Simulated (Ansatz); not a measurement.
## Structure search: one Sc₃Te candidate

Theory: DFT PBE, scalar-relativistic, plane waves, PAW (Ansatz). Cutoff 420 eV, Gaussian smearing, Γ-centred meshes. Cell and atoms relax first on a coarse mesh and then on a finer one. In between, the cell is made exact in the group found at 0.06 Å. In metals the finer mesh still leaves noise of several meV/atom or more. The steps can't lower the symmetry of their start. Collinear spin is switched on along the way, since trial moments persisted in a coarse test.

The cell of Sc₃Te is invented: random cell by space group and Wyckoff sites (Fm-3m, No. 225). The dimensions are guesses.

```
Sc Te
1.0
     0.00000    3.56820    3.56820
     3.56820    0.00000    3.56820
     3.56820    3.56820    0.00000
Sc Te
3 1
Direct
  0.25000 0.25000 0.25000
  0.75000 0.75000 0.75000
  0.50000 0.50000 0.50000
  0.00000 0.00000 0.00000
```

Energies over the elements count from the elements' standard structures at the same level, with no fitted energy shifts.

Problem. What does it relax into?

Solution. The symmetry stays Fm-3m (No. 225). The end has the BiF3 (D0_3) type. The volume per atom stays near 22.8 Å³. The shortest distance stays 3.09 Å (Sc–Te and Sc–Sc). Conventional cell: a = 7.143 Å. Around Sc on a site of symmetry -43m lie 4 Sc at 3.09 Å, 4 Te at 3.09 Å and 6 Sc at 3.57 Å; Sc on a site of symmetry m-3m has 8 Sc at 3.09 Å and 6 Te at 3.57 Å; Te is surrounded by 8 Sc at 3.09 Å and 6 Sc at 3.57 Å.

```
Sc Te
1.0
     0.00000    3.57164    3.57164
     3.57164    0.00000    3.57164
     3.57164    3.57164    0.00000
Sc Te
3 1
Direct
  0.25000 0.25000 0.25000
  0.75000 0.75000 0.75000
  0.50000 0.50000 0.50000
  0.00000 0.00000 0.00000
```

Problem. Give its energy and gap.

Solution. The formation energy is −0.18 eV/atom. The gap on the 12×12×12 mesh of the 4-atom cell is 0 eV (a metal). The net moment per atom is 0.20 μB. The moment by site is Sc 0.1 (×2), 0.3 μB.

The last run used collinear spin and Gaussian smearing of 0.10 eV. These runs have no spin–orbit coupling, which can matter for Te. The reference form of Te is held partly by dispersion forces, which this level lacks. The magnetic state reached may not be the lowest. A structure relaxed within its symmetry needn't be a true minimum. In all, the 4 runs took 2.1 min on 1 thread of Intel(R) Xeon(R) Platinum 8259CL CPU @ 2.50GHz (Skylake/Cascade Lake), on a shared host. Another cell of Sc3Te relaxed alike but without spin, in P6_3/mmc (a Materials Project cell), lies 240 meV/atom lower, so this cell isn't the stable form at this level. Site moments count only spheres around the atoms; the net moment includes the space between them.
